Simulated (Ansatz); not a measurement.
**Fixed-spin-moment curve of ZnCo (P-6m2)**

Geometry: a structure from the Materials Project; nothing is relaxed.

The runs share LDA, 14×14×8 k mesh, Fermi–Dirac smearing of 0.1 eV. PAW means Ansatz 0.2.0 on its default frozen-core files; LAPW is all-electron LAPW in Ansatz 0.2.0. Site moments are integrated in spheres about the atoms, whose radii differ between the methods.

The first input and its command:

```yaml
crystal:
  lattice:
    - [2.6072238118, 0.0, 0.0]
    - [-1.3036119059, 2.2579220543, 0.0]
    - [0.0, 0.0, 4.171683]
  atoms:
    - { symbol: Zn, position: [0.6666666667, 0.3333333333, 0.0] }
    - { symbol: Co, position: [0.0, 0.0, 0.5], spin: 2.0 }
magnetization:
  spin_polarized: true
kpoints:
  mp_grid: { grid: [14, 14, 8] }
scf:
  occupations: { method: fermi_dirac, width: 0.1 }
  lower_state_search: "off"
hamiltonian:
  xc: lda
  pseudopotentials: { kind: paw }
output:
  forces: true
  stress: true
  eigenvalues: true
  populations: true
  dos: { projected: true, de: 0.1, e_range: [-8, 5] }
  write_density: true
  write_potential: true
  elf: true
  volumetric_format: npy
```

Command: `ansatz run input.yaml --threads 1 --pin off --max-ram 3072MiB --backend cpu --events-out ev --progress --plain --runs-dir out`

The input for «total moment held at 0.4 μB» by PAW differs from it in these lines, output keys apart:

```diff
-    - { symbol: Co, position: [0.0, 0.0, 0.5], spin: 2.0 }
+    - { symbol: Co, position: [0.0, 0.0, 0.5], spin: 0.4 }
+  initial_magnetization: 0.4
+  spin_locking: { lock_magnetization: hard }
```

The input for «total moment held at 1.52 μB» by LAPW differs from it in these lines, output keys apart:

```diff
-    - { symbol: Co, position: [0.0, 0.0, 0.5], spin: 2.0 }
+    - { symbol: Co, position: [0.0, 0.0, 0.5], spin: 1.52 }
+  initial_magnetization: 1.52
+  spin_locking: { lock_magnetization: hard }
-  pseudopotentials: { kind: paw }
+  pseudopotentials: { kind: all_electron, lapw: { basis_error: 0.0005 } }
```

Each run fixes M = N↑ − N↓ with two Fermi levels; the holding field B = (E_F↑ − E_F↓)/2μB is the slope of the free energy against M over μB. Energies count from each method's free run. The held moment starts on the atoms that carry the free run's moments.

Q: Does the cell keep a net moment when the moments are free, and how does its energy change with a held moment?

A: The free run ends with M = 1.22 μB per cell. 
```json
{"M (μB/cell)": "0.00", "ΔF PAW (meV/cell)": "+51.5", "ΔF LAPW (meV/cell)": "–", "B, PAW (T)": "–", "largest site moment, PAW (μB)": "0.00", "pressure, PAW (GPa)": "-17.8"}
{"M (μB/cell)": "0.40", "ΔF PAW (meV/cell)": "+39.9", "ΔF LAPW (meV/cell)": "+39.2", "B, PAW (T)": "-862", "largest site moment, PAW (μB)": "0.44", "pressure, PAW (GPa)": "-17.4"}
{"M (μB/cell)": "0.82", "ΔF PAW (meV/cell)": "+15.8", "ΔF LAPW (meV/cell)": "+15.6", "B, PAW (T)": "-1035", "largest site moment, PAW (μB)": "0.89", "pressure, PAW (GPa)": "-16.2"}
{"M (μB/cell)": "1.10", "ΔF PAW (meV/cell)": "+2.0", "ΔF LAPW (meV/cell)": "+1.9", "B, PAW (T)": "-532", "largest site moment, PAW (μB)": "1.18", "pressure, PAW (GPa)": "-15.0"}
{"M (μB/cell)": "1.34", "ΔF PAW (meV/cell)": "+3.2", "ΔF LAPW (meV/cell)": "–", "B, PAW (T)": "+981", "largest site moment, PAW (μB)": "1.41", "pressure, PAW (GPa)": "-13.8"}
{"M (μB/cell)": "1.52", "ΔF PAW (meV/cell)": "+23.4", "ΔF LAPW (meV/cell)": "+23.5", "B, PAW (T)": "+2886", "largest site moment, PAW (μB)": "1.55", "pressure, PAW (GPa)": "-12.8"}
{"M (μB/cell)": "1.83", "ΔF PAW (meV/cell)": "+106.8", "ΔF LAPW (meV/cell)": "+106.9", "B, PAW (T)": "+7064", "largest site moment, PAW (μB)": "1.78", "pressure, PAW (GPa)": "-10.9"}
```

Against an unpolarised PAW run, spin polarisation gains 25.7 meV per atom; the pressure goes from -17.8 to -14.4 GPa, the usual magnetovolume effect: the magnetic state wants the larger volume.

Q: Check μB·B = dF/dM between M = 0.82 and 1.10 μB with the PAW numbers.

A: ΔF/ΔM = -13.9 meV / 0.28 = -49.5 meV per μB, which is -855 T with μB = 0.05788 meV/T. The mean of the two holding fields is -783 T. The slope equals the mean of B over the step, so the two agree where B(M) is nearly straight between its ends, and here they lie within a tenth of each other.

Separate runs put a uniform field on the spins (g = 2):

```tsv
field (T)	M PAW (μB/cell)	M LAPW (μB/cell)
500	1.288	1.288
1000	1.342	1.341
```

The rows needn't lie on one branch: at M = 0 the run is unmagnetised, so slopes across such rows needn't follow B.

The PAW files were made with PBE; the program remakes their cores once for the run's functional and then keeps them frozen. The Ansatz runs typed with the search for lower states off end where their start leads. None of this fixes the real material's magnetic order: only patterns that fit the cell were computed, at zero temperature, with a functional that can overstate moments.
